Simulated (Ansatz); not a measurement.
Al in space group I4/mcm (No. 140; Al on 8h) at seven volumes, the program Ansatz at the r²SCAN level (PAW), shape and atoms relaxed at each. One row is withheld.

```
V (Å³/atom)  P (GPa)
-----------  -------
20.474             ?
21.149          3.95
21.824          1.83
22.499          0.00
23.174         -1.56
23.849         -2.87
24.524         -4.01
```

Q: Fit the shown pressures and predict the withheld one.

A: P = (3/2)B₀(x^(7/2) − x^(5/2))[1 + (3/4)(B′ − 4)(x − 1)] with x = (V₀/V)^(2/3). Least squares on the six rows gives V₀ = 22.500 Å³/atom, B₀ = 55.9 GPa, B′ = 4.28. At V = 20.474, x = 1.0649 and P = 6.46 GPa. The run itself gave 6.43 GPa.

The start of the workflow was typed in or built on a structure type; neither database checked (COD, Materials Project) lists it. It is not the phase usual at ambient conditions (space group No. 225). Symmetry was held in the r²SCAN relaxation; its stability against distortions is not shown here.

Potentials: the later of the program's two PAW sets.
